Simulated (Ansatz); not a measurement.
BP:
```
CELL_PARAMETERS angstrom
      0.00000     2.26821     2.26821
      2.26821     0.00000     2.26821
      2.26821     2.26821     0.00000
ATOMIC_POSITIONS crystal
  B  0.00000 0.00000 0.00000
  P  0.75000 0.75000 0.75000
```

x, y and z are the axes in which the lattice vectors are written.

Problem. Give the high-frequency dielectric tensor and the Born effective charge tensors of the independent atoms from DFPT, r²SCAN (plane waves, PAW; program Ansatz).

Solution. 
ε∞:
```
8.74  0.00  0.00
0.00  8.74  0.00
0.00  0.00  8.74
```
Z* of atom 1 (B), rows: field, columns: displacement, in e:
```
-0.46   0.00   0.00
 0.00  -0.46   0.00
 0.00   0.00  -0.46
```
Z* of atom 2 (P), rows: field, columns: displacement, in e:
```
0.46  0.00  0.00
0.00  0.46  0.00
0.00  0.00  0.46
```

Static charges for comparison (Bader): B1 +0.68, P2 -0.68 e. Born charges measure polarisation by displacement and can exceed these by far.

Space group F-43m (zinc blende). The cell was relaxed with r²SCAN under the symmetry of its start.

Potentials: the earlier of the program's two PAW sets. The files were generated under PBE; for other functionals the program regenerates the frozen cores, and for LDA and PBEsol the local potential too.
